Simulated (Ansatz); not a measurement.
**Fe (hcp): energy against volume**

The calculation used DFT, r2SCAN, plane waves (500 eV) with PAW, scalar-relativistic (Ansatz 0.2.0). The PAW files were generated under PBE, with cores re-solved for the functional.

The cell is scaled uniformly from the relaxed one, with fractional coordinates and shape fixed. Energies are extrapolated to zero smearing, pressures are those at the given smearing. Magnetic state: antiferromagnetic. It is not the lowest magnetic state of this structure.

A Birch-Murnaghan fit gives V₀ = 11.68 Å³/atom, B₀ = 125 GPa, B₀′ = 3.8.

Question: What are the energy above the minimum and the pressure at 10.765 Å³/atom?

Answer: 31.9 meV/atom and 12.01 GPa as computed.

Question: What are the energy above the minimum and the pressure at 12.637 Å³/atom?

Answer: 26.7 meV/atom and -8.62 GPa as computed.

Question: What are the energy above the minimum and the pressure at 13.105 Å³/atom?

Answer: 56.4 meV/atom and -11.92 GPa as computed.
